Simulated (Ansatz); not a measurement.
GaP:
```
GaP
1.0
    3.89924     0.00000     0.00000
   -1.94962     3.37684     0.00000
    0.00000     0.00000     8.58478
Ga P
3 3
Direct
  0.50065   0.00000   0.66667
  0.00000   0.50065   0.33333
  0.49935   0.49935   0.00000
  0.50026   0.00000   0.16667
  0.00000   0.50026   0.83333
  0.49974   0.49974   0.50000
```

Relaxed with PBE. Special points in fractions of this cell's reciprocal vectors: Γ (0.000, 0.000, 0.000); M (0.500, 0.000, 0.000); K (0.333, 0.333, 0.000); A (0.000, 0.000, 0.500); L (0.500, 0.000, 0.500); H (0.333, 0.333, 0.500).

Task: List the band energies nearest the valence-band maximum at these points for PBE (plane waves, PAW; program Ansatz).

Result: In eV from the valence-band maximum; about four levels below and three above (degenerate sets whole), none deeper than 8.9 eV; points with the same levels are listed once.

```csv
k,below,above
Γ,-0.79 -0.79 -0.53 0.00,0.43 1.86 1.86
M,-2.71 -2.04 -1.84 -1.72,0.78 0.78 1.45
K,-3.76 -3.76 -2.40 -1.79 -1.79,0.25 2.29 2.29
A,-0.78 -0.67 -0.67 -0.45,1.75 1.97 1.97
L,-2.51 -2.47 -2.20 -1.85,1.31 1.49 2.45
H,-3.97 -3.97 -2.27 -1.53,2.38 2.71 2.71
```

Space group P6_222. A made-up cell: these elements were put on the sites of a structure type; neither database checked (COD, Materials Project) lists it. It is not the phase usual at ambient conditions (space group No. 216). Symmetry was held in the PBE relaxation; its stability against distortions is not shown here. Point labels and valley counts follow the cell and symmetry of the run, lower than the named group. Scalar-relativistic: spin–orbit coupling is off unless named, which matters more the heavier the elements.

Potentials: the later of the program's two PAW sets.
